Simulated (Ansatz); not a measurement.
Two-dimensional strain map in Bi$_{2}$Se$_{3}$

Method: DFT PBEsol, scalar-relativistic, plane waves, PAW in Ansatz 0.2.0. Cutoff 420 eV, Γ-centred 12×12×12 k-points, Gaussian smearing of 0.03 eV. Spin–orbit coupling is left out, which matters for the heavy elements here. No spin polarisation. Energies are free energies at this smearing, counted from the undisturbed cell; pressure is positive in compression.

The undisturbed cell (relaxed at this level):

```
Bi Se
1.0
     2.06517    1.19233    9.53991
    -2.06517    1.19233    9.53991
     0.00000   -2.38465    9.53991
Bi Se
2 3
Direct
  0.40026 0.40026 0.40026
  0.59974 0.59974 0.59974
  0.00000 0.00000 0.00000
  0.21164 0.21164 0.21164
  0.78836 0.78836 0.78836
```

The cell is strained by p along both x and y and by q along z, fractional coordinates fixed. Points are written (p, q).

Energy above the undisturbed cell in meV/atom (a dash: not computed):

```csv
p \ q,-0.050,-0.025,0.000,0.025,0.050
-0.050,151.1,103.8,70.5,50.2,42.1
-0.025,64.5,–,16.5,–,14.1
0.000,20.5,5.0,0.0,–,19.1
0.050,34.7,–,56.1,–,107.4
```

Pressure in GPa:

```csv
p \ q,-0.050,-0.025,0.000,0.025,0.050
-0.050,13.9,10.9,8.2,5.8,3.7
-0.025,8.1,–,3.6,–,0.1
0.000,3.6,1.7,0.0,–,-2.8
0.050,-2.9,–,-5.1,–,-6.8
```

Gap on the k-mesh in eV:

```
 p \ q  -0.050  -0.025  0.000  0.025  0.050
-0.050    0.06    0.06   0.18   0.30   0.34
-0.025    0.07       –   0.15      –   0.37
 0.000    0.08    0.02   0.12      –   0.32
 0.050    0.12       –   0.06      –   0.23
```